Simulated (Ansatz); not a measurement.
**One input, then a changed one: Cu (fcc type)**

First run: DFT, PBE, PAW with Ansatz's default frozen-core files, scalar-relativistic (Ansatz 0.2.0).

Command: `ansatz run input.yaml --threads 1 --pin off --max-ram 3584MiB --backend cpu --events-out ev --progress --plain --runs-dir out` It took 6 s on 1 thread of Intel(R) Xeon(R) Platinum 8488C (Sapphire Rapids) (shared host), peak memory 0.4 GiB.

```yaml
crystal:
  lattice:
    - [0.0, 1.8145933008, 1.8145933008]
    - [1.8145933008, 0.0, 1.8145933008]
    - [1.8145933008, 1.8145933008, 0.0]
  atoms:
    - { symbol: Cu, position: [0.0, 0.0, 0.0] }
kpoints:
  mp_grid: { grid: [20, 20, 20] }
scf:
  occupations: { method: fermi_dirac, width: 0.05 }
hamiltonian:
  xc: pbe
  pseudopotentials: { kind: paw }
output:
  forces: true
  stress: true
  write_density: true
  write_potential: true
  elf: true
  volumetric_format: npy
relax:
  f_tol: 0.005
  max_steps: 40
  cell: {}
```

The start is a guessed cell.

This run: bulk cell relaxed.

It converges in 18 SCF iterations over all geometries at a pressure of 0.04 GPa, ending at 11.95 Å³/atom, cutoff 420 eV.

The input is then changed:

```diff
   pseudopotentials: { kind: paw }
+  dispersion: d3bj
 output:
   stress: true
-  write_density: true
-  write_potential: true
-  elf: true
-  volumetric_format: npy
 relax:
```

Predict the outcome of the changed run.

It converges in 43 SCF iterations over all geometries at a pressure of 0.00 GPa, ending at 11.31 Å³/atom, cutoff 420 eV. Results part of its log:
```
basis re-selected at this cell: Δ(F+E_penalty+E_count) = -5.044e-6 eV, ΔP = -0.001 GPa vs the last step (what re-selecting the basis moved, of the pressure what is left beyond the Pulay correction that the steps carried, after the strain that the cell walked since its last selection, with what the two solves' SCF thresholds leave and, on support functions, any second-order correction that the steps lacked; it is no measure of the basis error at this ecutwfc). This SCF's stress stands 4.23e-4 GPa from its target on what of the cell is left free (relax.cell.stress_tol is 5.00e-2 GPa) and its largest allowed force component is 0.00e0 eV/Å (relax.f_tol is 5.00e-3 eV/Å): within both
SCF converged after 7 iterations
Free energy (F): -6625.769118 eV
Harris-Foulkes:  -6625.769118 eV  (|F-HF|=0.00e0)
Internal energy: -6625.766846 eV  (E = F + TS)
E sigma→0 (E₀):  -6625.767982 eV
Entropy (-TS):   -0.002273 eV (-2.273 meV/atom)
Fermi energy:    17.705655 eV
--- Per-component energies (eV) ---
  E_band       = -343.565457
  E_kinetic    = 300.542911
  E_local      = -3970.528971  (includes V_loc(G=0)·N_el)
  E_nonlocal   = 389.265141
  E_hartree    = 1751.974418
  E_xc         = -89.991252
  E_vxc        = -116.164820  (∫ρ·V_xc dr)
  E_paw        = -1662.239863  (= ΣΔE_a)
  E_vpaw       = -450.628793  (= ΣTr[D̂ρ^β])
  E_aug_tail   = 0.000240  (compensation charges beyond the density's cutoff)
  E_ewald      = -3344.179600
  E_disp       = -0.609868  (pairwise vdW)
  E_smearing   = -0.002273  (= −TS)
  E_closure    = -0.000000  (closes the sum)
  Σ components = -6625.769118   (vs F -6625.769118, Δ=0.00e0)
--- Forces (eV/Å), atoms counted from 1 ---
  atom   1  Cu    -0.00000000    -0.00000000    -0.00000000
  max |Σ_I F_I| component: 4.11e-32 eV/Å
--- Stress (GPa, compression-positive) ---
       -0.000423       0.000000       0.000000
        0.000000      -0.000423      -0.000000
        0.000000      -0.000000      -0.000423
  P = ⅓ Tr σ = -0.0004 GPa (-0.004 kbar)
--- Relaxed structure (5 steps of the walk, 5 accepted, 2 SCFs on fresh bases) ---
  F+E_penalty+E_count = -6625.76911839 eV   max|allowed force component| = 0.000e0 eV/Å   (the final SCF, on the basis selected at the relaxed cell)
  cell:  # Å, volume = 11.3119 Å³
    - [6.086581155753142e-34, 1.781704563908123, 1.781704563908123]
    - [1.781704563908123, 6.755348670904025e-34, 1.781704563908123]
    - [1.781704563908123, 1.781704563908123, 1.6559959106910663e-34]
  atoms:
    - { symbol: Cu, position: [0.0, 0.0, 0.0] }
```
